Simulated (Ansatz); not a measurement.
Sn (diamond, Fd-3m) under volume change, PBE+D3(BJ) in the plane-wave PAW code Ansatz, scaled uniformly.

| V (Å³/atom) | E − E(relaxed) (meV/atom) | P (GPa) |
|---|---|---|
| 32.310 | 42.4 | 4.68 |
| 33.375 | [?] | [?] |
| 34.440 | 4.1 | 1.28 |
| 35.505 | 0.0 | 0.00 |
| 36.570 | [?] | [?] |
| 37.635 | 13.7 | -1.93 |
| 38.701 | 28.9 | -2.62 |

Fill in the missing entries.


- 36.570, E − E(relaxed) (meV/atom): 3.6
- 36.570, P (GPa): -1.06
- 33.375, E − E(relaxed) (meV/atom): 17.6
- 33.375, P (GPa): 2.83

What does a third-order Birch–Murnaghan fit give for V₀, B₀ and B′?

V₀ = 35.51 Å³/atom, B₀ = 38.5 GPa, B′ = 5.4.

This is a known low-temperature phase of the composition, computed here at zero pressure and temperature. The cell was relaxed with PBE+D3(BJ) under the symmetry of its start; its stability against distortions is not shown here. The pairwise dispersion correction was not fitted to metals. Scalar-relativistic: spin–orbit coupling is off unless named, which matters more the heavier the elements.

Potentials: the later of the program's two PAW sets.
